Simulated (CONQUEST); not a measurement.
Worked example: self-consistent single point of MgZn₃S₄ (P2, 8 atoms in the cell; from Materials Project mp-1120718, changed as shown) in CONQUEST.

Computed with LDA (PW92), numerical atomic orbitals double-zeta with polarisation (the shipped basis), PseudoDojo norm-conserving potentials made for LDA run with CONQUEST.

The change in words: atom 4 moved by +0.04 angstrom along x. Reference geometry (P-43m):
```xyz
8
Lattice="5.3381 0.0000 0.0000 0.0000 5.3381 0.0000 0.0000 0.0000 5.3381" Properties=species:S:1:pos:R:3 pbc="T T T"
Mg     2.6690     2.6690     2.6690
Zn     0.0000     0.0000     2.6690
Zn     2.6690     0.0000     0.0000
Zn     0.0000     2.6690     0.0000
S      4.0373     4.0373     1.3007
S      4.0373     1.3007     4.0373
S      1.3007     1.3007     1.3007
S      1.3007     4.0373     4.0373
```

Reference input (self-consistent single point, DFT, LDA (PW92), numerical atomic orbitals double-zeta with polarisation (the shipped basis), PseudoDojo norm-conserving potentials made for LDA): basis = DZP; Diag.MPMeshX, Y, Z = 3 3 3; potentials = PseudoDojo norm-conserving LDA; Grid.GridCutoff = 175 Ha; DM.SolutionMethod = diagon; Diag.kT = 0.0001 Ha; Diag.GammaCentred = true; minE.SCTolerance = 1.0e-07; SC.MaxIters = 100; SC.LinearMixingFactor = 0.3; AtomMove.TypeOfRun = static. This run's input differs from it in these lines:

```diff
@@ -38,3 +38,3 @@
     0.500000000     0.000000000     0.000000000  2 T T T
-    0.000000000     0.500000000     0.000000000  2 T T T
+    0.007493000     0.500000000     0.000000000  2 T T T
     0.756330000     0.756330000     0.243670000  3 T T T
```

The program printed (abridged):

```
    new_SC_potl: Starting.  Tolerance:  0.10000E-06

    PulayMixSC: Starting Pulay mixing, A_up =  0.300 A_dn =  0.300
    PulayMixSC: Spin non-polarised calculation.
          Harris-Foulkes Energy            :      -730.531432349779493 Ha
          (TS=0 as O(N) or entropic contribution is negligible)
          DFT Total Energy                 :      -730.345201134355875 Ha
          Total number of electrons        :        93.999999999999318
    PulayMixSC: Pulay iteration     1 residual:              0.17828E-02
          Harris-Foulkes Energy            :      -730.459633178561830 Ha
   [... lines left out ...]
          (TS=0 as O(N) or entropic contribution is negligible)
          DFT Total Energy                 :      -730.450180302722856 Ha
          Total number of electrons        :        94.000056760907214
    PulayMixSC: Pulay iteration     8 residual:              0.50098E-06
          Harris-Foulkes Energy            :      -730.450180303841535 Ha
          (TS=0 as O(N) or entropic contribution is negligible)
          DFT Total Energy                 :      -730.450180303774005 Ha
          Total number of electrons        :        94.000056772228149
    PulayMixSC: Pulay iteration     9 residual:              0.67429E-07
    PulayMixSC: Reached SCF tolerance of  0.67429E-07 after      9 iterations
      | Number of electrons      =        94.000057
      |* band energy as 2Tr[K.H] =      -127.521536487026310 Ha
      |  screened ion-ion energy =      -618.192584025244855 Ha
      |  Ha correction           =         4.437885590009345 Ha
      |  XC correction           =        10.826055641688898 Ha
      |* Harris-Foulkes energy   =      -730.450180303841535 Ha
      |* DFT total energy        =      -730.450180303774005 Ha
      |  estimated accuracy      =        -0.000000000067530 Ha

    force: Forces on atoms (Ha/a0)
    force:  Atom   X              Y              Z
    force:     1   0.0009445253  -0.0000000000   0.0000000000
    force:     2  -0.0013509826  -0.0000000000  -0.0000000000
   [... lines left out ...]
    force: Maximum force :        0.00648140(Ha/a0) on atom         4 in x direction
   [... lines left out ...]
    force: Force Residual:        0.00351928 Ha/a0
    force: Total stress:         -4.16148002     0.00000000     0.00000000 GPa
                             0.00000000    -4.19191778     0.36731196
                             0.00000000     0.36731196    -4.20960790
    force: Average pressure:      4.18766857 GPa

    force: Finished force
    get_E_and_F: Change in energy during last step of electronic optimisation:  0.31188E-08
```

The run converged in 9 iterations. CONQUEST prints the stress tensor with tension positive. Against the reference run the free energy hardly moves (within 1 meV/atom), the pressure hardly changes (4.16 to 4.19 GPa) and the largest force goes from 0.136 to 0.333 eV/Å.

The program uses no crystal symmetry, so grid and mesh can part values that symmetry would make equal. The atom-centred basis is finite, which shifts total energies, pressures and forces against plane waves. The structure comes from a collection of computed structures, made at another level of theory; the collection holds predicted forms beside known ones. Its lattice was then scaled.

Cost on one core: about 50 core-seconds (a rough figure).
